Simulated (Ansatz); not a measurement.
```xyz
2
Lattice="0.0000 1.7835 1.7835 1.7835 0.0000 1.7835 1.7835 1.7835 0.0000" Properties=species:S:1:pos:R:3 pbc="T T T"
C     0.0000    0.0000    0.0000
C     0.8918    0.8918    0.8918
```

| Quantity | Value |
| --- | --- |
| orbitals | PBE |
| datasets | hard PAW set made for 700 eV |
| k mesh | 6×6×6 |
| empty bands | 110 |
| response cutoff | 180 eV |
| wave cutoff | 700 eV |
| frequencies | plasmon pole, fitted at the program's default frequency |
| q → 0 term | analytic weight of Carrier, Rohra and Görling |
| points solved | Γ, L, X |
| band sums | cut at the band count |

Program: Ansatz. The Kohn-Sham gap (from Γ to X) is 4.76 eV.

By how much does G0W0 change the gap?

By +1.23 eV, to 6.00 eV. The valence edge moves by -0.71 eV (Z = 0.83) and the conduction edge by +0.52 eV (Z = 0.84).

Band sums or response are cut, so the gap isn't at its basis limit. The gap is read among the points solved; the crystal's band edges can lie elsewhere.
